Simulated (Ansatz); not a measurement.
**Au (Cmcm), stationary points along a deformation path**

Theory: Ansatz 0.2.0, DFT PBEsol, scalar-relativistic, plane waves, PAW. Settings: plane waves to 420 eV, k-mesh 22×22×12 (Γ-centred), Gaussian smearing 0.15 eV. Spin–orbit coupling is left out, which can shift energies with elements as heavy as these. No spin polarisation. Energies are free energies at this smearing, counted from the undisturbed cell; pressure is positive in compression.

The undisturbed cell (as given, not relaxed at this level; it stands at -5.3 GPa; this form isn't the usual structure):

```yaml
crystal:
  lattice:
    - [1.41131, -2.55593, 0.00000]
    - [1.41131, 2.55593, 0.00000]
    - [0.00000, 0.00000, 4.89317]
  atoms:
    - { symbol: Au, position: [0.66533, 0.33467, 0.25000] }
    - { symbol: Au, position: [0.33467, 0.66533, 0.75000] }
```

At fixed volume and fractional coordinates, lengths along (0.000, 0.000, 1.000) are scaled against those across it; ρ is that ratio over its starting value. V = 17.651 Å³/atom. Δσ is the stress along the axis less the mean stress across it (compression positive).

| ρ | ΔE (meV/atom) | Δσ (GPa) | space group |
| --- | --- | --- | --- |
| 0.800 | 104.9 | 12.19 | Cmcm |
| 0.850 | 56.1 | 9.48 | Cmcm |
| 0.920 | 13.9 | 5.16 | Cmcm |
| 0.960 | 2.0 | 2.29 | Cmcm |
| 1.000 | 0.0 | -1.00 | Cmcm |
| 1.050 | 10.7 | -4.95 | Cmcm |
| 1.100 | 34.5 | -9.29 | Cmcm |
| 1.200 | 125.3 | -19.02 | Cmcm |
| 1.300 | 257.8 | -26.49 | Cmcm |

Task: How does the stress give the slope of the energy, and where is the energy stationary?

Result: Along the path d ln(length) is 2/3 d ln ρ on the axis and −1/3 d ln ρ across it, so dE/d ln ρ = −(2/3) V Δσ: the energy falls with ρ where Δσ is positive. Δσ vanishes or changes sign between ρ = 0.960 and 1.000, a minimum (near 0.99 by linear interpolation). Pairs of stationary points between two samples would go unseen, and could change a minimum read from distant neighbours into a maximum.

Task: Integrate that slope from ρ = 1 to 0.850 by the trapezoid rule.

Result: With V/N in Å³ and 1 eV/Å³ = 160.2 GPa the slopes at ρ = 1.000, 0.960, 0.920, 0.850 are 74, -169, -379, -696 meV/atom per unit of ln ρ. The steps add 1.9 + 11.7 + 42.5 = 56.1 meV/atom, against 56.1 from the energies; the trapezoid rule misses the curvature of the slope within each step.

Forces appear on the atoms along this scan, and letting them relax would lower the energy and soften the response. In a metal these slopes depend on the k mesh and the smearing.